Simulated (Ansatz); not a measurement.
## Band table of TaN (rocksalt type)

```xyz
2
Lattice="0.0000 1.7925 1.7925 1.7925 0.0000 1.7925 1.7925 1.7925 0.0000" Properties=species:S:1:pos:R:3 pbc="T T T"
Ta    0.0000    0.0000    0.0000
N     1.7925    1.7925    1.7925
```

The cell comes from a relaxation on PAW files under the same functional, begun from a prototype that needn't be the stable phase.

All numbers are PBEsol results (scalar-relativistic) from Ansatz 0.2.0, with a Γ-centred 15×15×15 k mesh, Fermi–Dirac smearing of 0.08 eV, no spin polarisation. Methods: LAPW: all electrons, basis error target 1 meV/atom.

This run: volume at 0.55 of the series' base cell.

Spin–orbit coupling is left out, which matters for the heavy atoms.

Path points, in fractions of the reciprocal vectors: Γ (0.000, 0.000, 0.000), X (0.500, 0.000, 0.500), U (0.625, 0.250, 0.625), K (0.375, 0.375, 0.750), L (0.500, 0.500, 0.500), W (0.500, 0.250, 0.750). The distance column jumps between branches of the path. Levels in eV from the Fermi level; bands 15 to 30, counted from the lowest band of the run. The gap is zero, the pressure 753.6 GPa.

```
# k(1/Å) point b15 b16 b17 b18 b19 b20 b21 b22 b23 b24 b25 b26 b27 b28 b29 b30
0.000 Γ -22.85 -20.28 -20.28 -20.28 -20.11 -19.71 -19.71 -19.71 -4.90 -4.90 -4.90 -4.60 -4.60 -4.60 0.17 0.17
0.219 - -22.39 -20.28 -20.26 -20.26 -20.10 -19.72 -19.72 -19.72 -6.79 -5.78 -5.78 -5.03 -3.24 -3.24 0.31 2.17
0.438 - -21.32 -20.23 -20.23 -20.18 -20.07 -19.75 -19.75 -19.75 -9.58 -6.32 -6.32 -6.09 -1.29 -1.29 0.72 5.11
0.657 - -20.85 -20.17 -20.17 -20.02 -19.80 -19.78 -19.78 -19.47 -11.56 -7.37 -6.43 -6.43 1.02 1.02 1.36 7.22
0.876 - -21.10 -20.11 -20.11 -19.96 -19.85 -19.82 -19.82 -19.07 -11.69 -8.62 -6.18 -6.18 2.19 3.53 3.53 8.71
1.095 - -21.74 -20.06 -20.06 -19.91 -19.89 -19.85 -19.85 -19.42 -9.97 -9.69 -5.69 -5.69 3.11 5.88 5.88 10.10
1.314 - -22.59 -20.02 -20.02 -19.95 -19.87 -19.87 -19.82 -19.73 -10.50 -7.58 -5.09 -5.09 3.99 7.60 7.60 11.55
1.534 - -23.25 -20.00 -20.00 -19.98 -19.87 -19.87 -19.87 -19.78 -11.01 -5.50 -4.59 -4.59 4.64 8.36 8.36 13.08
1.753 X -23.50 -20.00 -20.00 -19.99 -19.92 -19.87 -19.87 -19.76 -11.18 -4.64 -4.39 -4.39 4.89 8.52 8.52 14.43
1.830 - -23.45 -20.00 -19.99 -19.99 -19.92 -19.87 -19.87 -19.76 -11.14 -4.67 -4.52 -4.41 5.06 8.42 8.47 14.54
1.908 - -23.33 -20.01 -19.99 -19.99 -19.92 -19.87 -19.86 -19.76 -11.03 -4.88 -4.76 -4.46 5.53 8.14 8.31 14.70
1.985 - -23.12 -20.02 -19.99 -19.98 -19.92 -19.87 -19.85 -19.76 -10.86 -5.41 -4.91 -4.54 6.25 7.73 8.04 14.67
2.062 - -22.86 -20.03 -19.99 -19.97 -19.92 -19.87 -19.82 -19.76 -10.66 -6.04 -5.11 -4.59 7.15 7.25 7.69 14.56
2.140 - -22.55 -20.04 -19.99 -19.96 -19.92 -19.87 -19.78 -19.76 -10.47 -6.73 -5.35 -4.59 6.72 7.26 8.18 14.33
2.217 - -22.22 -20.06 -19.98 -19.95 -19.93 -19.87 -19.76 -19.72 -10.34 -7.44 -5.63 -4.47 6.18 6.76 9.28 13.99
2.295 - -21.88 -20.07 -19.98 -19.93 -19.93 -19.87 -19.76 -19.62 -10.32 -8.14 -5.94 -4.17 5.64 6.21 10.44 13.56
2.372 U -21.57 -20.08 -19.98 -19.94 -19.92 -19.87 -19.76 -19.48 -10.42 -8.81 -6.28 -3.68 5.09 5.62 11.61 13.06
3.446 K -21.57 -20.08 -19.98 -19.94 -19.92 -19.87 -19.76 -19.48 -10.42 -8.81 -6.28 -3.68 5.09 5.62 11.61 13.06
3.678 - -20.94 -20.08 -19.97 -19.96 -19.89 -19.84 -19.77 -18.66 -11.40 -10.54 -7.29 -1.16 3.52 3.70 11.33 14.94
3.910 - -20.71 -20.06 -20.01 -19.93 -19.90 -19.80 -19.79 -17.41 -12.80 -11.67 -8.16 1.76 2.07 2.15 9.52 15.76
4.143 - -20.62 -20.05 -20.01 -19.95 -19.90 -19.85 -19.77 -16.60 -13.65 -12.06 -8.69 -0.04 0.73 4.62 7.81 12.45
4.375 - -20.56 -20.11 -20.04 -19.95 -19.92 -19.85 -19.74 -17.52 -12.61 -11.63 -8.75 -1.61 -0.46 3.67 5.97 11.99
4.607 - -20.56 -20.17 -20.14 -20.00 -19.89 -19.80 -19.73 -19.11 -10.69 -10.43 -8.29 -2.89 -1.52 0.89 4.21 9.42
4.840 - -21.12 -20.22 -20.21 -20.20 -20.06 -19.78 -19.75 -19.72 -8.59 -8.55 -7.36 -3.83 -2.51 -1.63 2.54 5.55
5.072 - -22.33 -20.28 -20.26 -20.26 -20.10 -19.73 -19.72 -19.71 -6.45 -6.36 -6.11 -4.41 -3.54 -3.42 0.96 2.05
5.304 Γ -22.85 -20.28 -20.28 -20.28 -20.11 -19.71 -19.71 -19.71 -4.90 -4.90 -4.90 -4.60 -4.60 -4.60 0.17 0.17
5.494 - -22.50 -20.28 -20.27 -20.27 -20.10 -19.72 -19.72 -19.70 -6.12 -5.89 -5.89 -4.17 -4.17 -3.65 1.15 1.15
5.684 - -21.60 -20.26 -20.24 -20.24 -20.08 -19.75 -19.75 -19.70 -7.60 -7.45 -7.45 -3.45 -3.45 -2.81 3.27 3.27
5.874 - -20.68 -20.19 -20.19 -20.04 -19.97 -19.80 -19.80 -19.70 -9.07 -9.01 -9.01 -2.37 -2.37 -2.06 5.82 5.82
6.063 - -20.52 -20.12 -20.12 -19.99 -19.84 -19.84 -19.70 -18.88 -10.41 -10.39 -10.39 -1.18 -0.97 -0.97 8.54 8.54
6.253 - -20.53 -20.05 -20.05 -19.93 -19.88 -19.88 -19.70 -17.74 -11.59 -11.53 -11.53 -0.01 0.68 0.68 11.18 11.26
6.443 - -20.56 -20.01 -20.01 -19.87 -19.87 -19.87 -19.69 -16.78 -12.56 -12.38 -12.38 1.53 2.41 2.41 10.02 13.75
6.633 - -20.59 -20.00 -20.00 -19.84 -19.84 -19.83 -19.69 -16.07 -13.27 -12.91 -12.91 3.36 3.88 3.88 8.17 15.68
6.822 L -20.59 -20.01 -20.01 -19.82 -19.82 -19.82 -19.69 -15.78 -13.57 -13.10 -13.10 4.51 4.51 4.78 6.70 16.76
6.977 - -20.60 -20.01 -20.00 -19.82 -19.82 -19.81 -19.71 -15.54 -14.68 -12.95 -11.94 3.61 4.33 4.73 7.71 16.58
7.132 - -20.63 -20.03 -20.00 -19.84 -19.83 -19.81 -19.74 -15.89 -14.91 -12.50 -10.63 2.28 3.55 4.98 9.38 16.14
7.287 - -20.67 -20.05 -19.99 -19.86 -19.84 -19.80 -19.79 -16.94 -14.11 -11.69 -9.47 1.15 2.49 5.44 11.02 15.41
7.442 - -20.73 -20.07 -19.98 -19.89 -19.86 -19.84 -19.79 -17.80 -13.36 -10.54 -8.57 0.35 1.43 6.07 12.28 14.44
7.597 - -20.80 -20.08 -19.97 -19.92 -19.88 -19.87 -19.77 -18.44 -12.68 -9.33 -8.00 -0.06 0.57 6.82 12.68 13.36
7.752 - -20.88 -20.08 -19.97 -19.96 -19.90 -19.90 -19.77 -18.86 -12.09 -8.35 -7.75 -0.15 0.07 7.63 12.35 12.51
7.907 - -20.93 -20.08 -19.99 -19.99 -19.91 -19.91 -19.76 -19.09 -11.67 -7.82 -7.68 -0.10 -0.07 8.31 11.60 12.27
8.062 W -20.95 -20.08 -20.00 -20.00 -19.91 -19.91 -19.76 -19.16 -11.50 -7.67 -7.67 -0.06 -0.06 8.59 11.32 12.17
8.171 - -21.05 -20.07 -20.00 -19.99 -19.92 -19.91 -19.76 -19.24 -11.23 -8.29 -7.07 -1.11 1.11 8.59 10.86 12.57
8.281 - -21.33 -20.06 -20.00 -19.99 -19.92 -19.90 -19.76 -19.43 -10.49 -8.91 -6.51 -2.01 2.37 8.58 10.09 13.17
8.390 - -21.76 -20.04 -20.00 -19.99 -19.92 -19.89 -19.76 -19.61 -9.50 -9.42 -6.00 -2.76 3.70 8.57 9.18 13.75
8.500 - -22.27 -20.02 -20.00 -19.99 -19.92 -19.89 -19.76 -19.73 -10.05 -8.17 -5.54 -3.36 5.03 8.17 8.56 14.23
8.609 - -22.76 -20.01 -20.00 -19.99 -19.92 -19.88 -19.80 -19.76 -10.52 -6.87 -5.17 -3.82 6.29 7.09 8.54 14.56
8.719 - -23.16 -20.00 -20.00 -19.99 -19.92 -19.88 -19.85 -19.76 -10.88 -5.65 -4.88 -4.14 6.04 7.41 8.53 14.69
8.828 - -23.41 -20.00 -20.00 -19.99 -19.92 -19.87 -19.87 -19.76 -11.10 -4.74 -4.70 -4.32 5.21 8.21 8.52 14.66
8.938 X -23.50 -20.00 -20.00 -19.99 -19.92 -19.87 -19.87 -19.76 -11.18 -4.64 -4.39 -4.39 4.89 8.52 8.52 14.43
```
